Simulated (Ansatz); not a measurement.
ZrIr3 (Cu3Au type)

```xyz
4
Lattice="3.9107 0.0000 0.0000 0.0000 3.9107 0.0000 0.0000 0.0000 3.9107" Properties=species:S:1:pos:R:3 pbc="T T T"
Zr     0.0000     0.0000     0.0000
Ir     1.9553     1.9553     0.0000
Ir     0.0000     1.9553     1.9553
Ir     1.9553     0.0000     1.9553
```

The slice is a {100} plane (indices of the conventional cell) through the point (0.500, 0.500, 0.000) (fractional), spanned by u = [100] and v = [010] in vectors of this cell: u (3.91 Å) and v (3.91 Å, at 90° to u). It covers one period; positions are fractions (u, v).

All values below come from LDA (plane waves to 420 eV, PAW, scalar-relativistic; Ansatz, an electronic-structure program). k mesh 12×12×12. Near the nuclei the fields are pseudised (PAW); where an atom keeps semicore shells as valence, they peak there. Spin-orbit coupling is left out, though Ir is heavy. ZrIr3 is run without spin polarisation. ZrIr3 was relaxed with its symmetry unable to fall.

Task: What is the valence density on the shortest Zr–Ir line in this plane (2.77 Å), at its minimum between the atoms?

Result: 0.35 e/Å³.

Task: What is the ELF at the density minimum of the shortest Zr–Ir line in this plane (2.77 Å)?

Result: 0.2.

Task: Predict the map of the electrostatic potential energy of an electron, from the cell's mean on the slice.

Result: 
```
|xxxxxxx16899999861xxxxxx|
|xxxxxx0267888887620xxxxx|
|xxxxxx0356666666530xxxxx|
|xxxxx013444333444310xxxx|
|xxxx00232100000123200xxx|
|xx001221000xxx000122100x|
|112333100xxxxxxx00133321|
|56654200xxxxxxxxx0024566|
|8876410xxxxxxxxxxx014678|
|9986400xxxxxxxxxxx004689|
|998630xxxxxxxxxxxxx03689|
|998630xxxxxxxxxxxxx03689|
|998630xxxxxxxxxxxxx03689|
|9986400xxxxxxxxxxx004689|
|8876410xxxxxxxxxxx014678|
|56654200xxxxxxxxx0024566|
|112333100xxxxxxx00133321|
|xx001221000xxx000122100x|
|xxxx00232100000123200xxx|
|xxxxx013444333444310xxxx|
|xxxxxx0356666666530xxxxx|
|xxxxxx0267888887620xxxxx|
|xxxxxxx16899999861xxxxxx|
|xxxxxxx15899999851xxxxxx|
```
Scale: ten equal steps from 7.00 (start of '0') to 15.25 (end of '9'), in the order '0123456789'. Values: electrostatic potential energy of an electron, from the cell's mean, in eV. The map has 24 points along u (one character each, u = 0 at the left) and 24 along v (v = 0 in the bottom row). Points within 1 Å of a nucleus are blanked (x), as the pseudised field means little there. Values under 7 eV are set to 7. The zero, the cell's mean, hangs on the PAW cores.
